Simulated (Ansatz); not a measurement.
## Y under strain

These are results of Ansatz 0.2.0, DFT PBEsol, scalar-relativistic, plane waves, PAW, not measurements. Run with 420 eV cutoff, 18×18×10 k-mesh, Gaussian smearing of 0.10 eV, no spin polarisation.

The relaxed crystal:

```
CELL_PARAMETERS angstrom
3.59752 0.00000 0.00000
-1.79876 3.11554 0.00000
0.00000 0.00000 5.58576
ATOMIC_POSITIONS crystal
Y 0.33333 0.66667 0.25000
Y 0.66667 0.33333 0.75000
```

Deformation: biaxial strain in the a-b plane, with the length and tilt of c and the atoms relaxed, all within the symmetry that the strain leaves. Energies are extrapolated to zero smearing. Stress is positive in compression, on the Cartesian axes of the cell above.

```
strain (%)  ΔE (meV/atom) a (Å) b (Å) c (Å)  σxx (GPa)  σyy (GPa)  σzz (GPa)
      -3.0              ?  3.490  3.490      ?          ?          ?          ?
      -2.0            7.2  3.526  3.526  5.654       1.77       1.77       0.00
      -1.0            1.9  3.562  3.562  5.619       0.91       0.91       0.01
      +0.0            0.0  3.598  3.598  5.586       0.03       0.03       0.03
      +1.0              ?  3.633  3.633      ?          ?          ?          ?
      +2.0            6.7  3.669  3.669  5.528      -1.73      -1.73       0.00
      +3.0           15.2  3.705  3.705  5.501      -2.56      -2.56       0.00
```

(1) Fill in the row at -3.0 %.

(2) Fill in the row at +1.0 %.

## Answers

(1) ΔE 15.7 meV/atom; c 5.691 Å; σxx 2.65 GPa; σyy 2.65 GPa; σzz 0.01 GPa.

(2) ΔE 1.6 meV/atom; c 5.557 Å; σxx -0.86 GPa; σyy -0.86 GPa; σzz 0.01 GPa.